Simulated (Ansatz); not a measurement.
Level: r2SCAN, no spin polarisation; 500 eV; 5×5×7 Γ-centred mesh; fermi-dirac occupations (width 0.1 eV); Ansatz 0.2.0, fixed geometry.

Computed maps in the lattice plane spanned by a (left to right, 8.66 Å, 26 points from zero) and b (bottom to top, 8.66 Å, 26 points from zero), 120° apart, at height 0.250 along c. The fields are smooth PAW ones with compensation charges, not the true ones near nuclei.

Valence density. Digits on a logarithmic scale: 0 up to 0.03 e/Å³, each further digit a factor of 1.6, 9 from 1.3 e/Å³ up:
```
00000000011224678876420000
00000000122334556553100000
00000011234444444321000000
12110123445555432100000001
44321234567765432100000123
66532346799976432100002456
87543468999986431000024678
88644579999975421000247888
88545699999964321002468867
87545799999754210013688507
86445799997543200024788678
64345678765432210125788888
42344566554444321124688876
22234444445666532124566653
01223333457887642123444321
01112224688888642122222100
00011135887788642111111100
00000257870688532122222210
00001368865886421234454320
00001468888874212456776420
00002467888752124688886420
00001356766421246888887420
00001244443211368865886410
00000122221002578706875200
00000000000013688778863100
00000000000024688888641000
```

ELF. Ten even steps from '0' (0.00) to '9' (0.91):
```
00000000011102689998620000
00000001244311257764100000
00000013566642112210000000
22100136776654311000000001
66410267655555542100000135
98621466444445663100002588
99721554311346763100037999
89713543000346752000379987
89514541001457641001799501
88225541014566410005997002
96146543345663100016995018
82166544455410000017998799
30367665542123310015899998
01467765313688730003689973
01456641158999940001244310
01233212798899940000000000
00111027982179820000000000
00000169810089610000011100
00000489700598300013576510
00001699858995000268999730
00002689999971004899999730
00002589999610049985899720
00001357775100399700599510
00000123310001799100898300
00000000000003898217985100
00000000000003898889962000
```

Q: The cell is Cs3Bi. Which atoms lie within 0.2 Å of this plane, and where (fractions of a and b)?

A: Cs at (0.39, 0.30), Cs at (0.70, 0.09), Cs at (0.91, 0.61), Bi at (0.33, 0.67). The whole cell:
```
Cs Bi
1.0
     8.65943    0.00000    0.00000
    -4.32972    7.49929    0.00000
     0.00000    0.00000    4.94322
Cs Bi
6 2
Direct
  0.38770 0.30190 0.25000
  0.08580 0.38770 0.75000
  0.69810 0.08580 0.25000
  0.61230 0.69810 0.75000
  0.91420 0.61230 0.25000
  0.30190 0.91420 0.75000
  0.33330 0.66670 0.25000
  0.66660 0.33330 0.75000
```

Origin: a known structure type with other elements, at an estimated volume, so it need not be a known compound.
